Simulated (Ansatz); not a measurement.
Input:

MgH2:
```
MgH2
1.0
    4.42932     0.00000     0.00000
    0.00000     4.42932     0.00000
    0.00000     0.00000     2.97313
Mg H
2 4
Direct
  0.00000   0.00000   0.00000
  0.50000   0.50000   0.50000
  0.30432   0.30432   0.00000
  0.19568   0.80432   0.50000
  0.69568   0.69568   0.00000
  0.80432   0.19568   0.50000
```

This is the LDA-relaxed structure.

### Question
All from DFT-LDA in the program Ansatz with PAW potentials, unless another level is named. Give the Poisson's ratio.

### Answer
0.24.

### Question
Next, the vibrational entropy at 300 K?

### Answer
10.8 J/(K·mol of atoms).

Space group P4_2/mnm (rutile). Symmetry was held in the LDA relaxation; phonons on a q-mesh show no instability.

Potentials: the later of the program's two PAW sets.
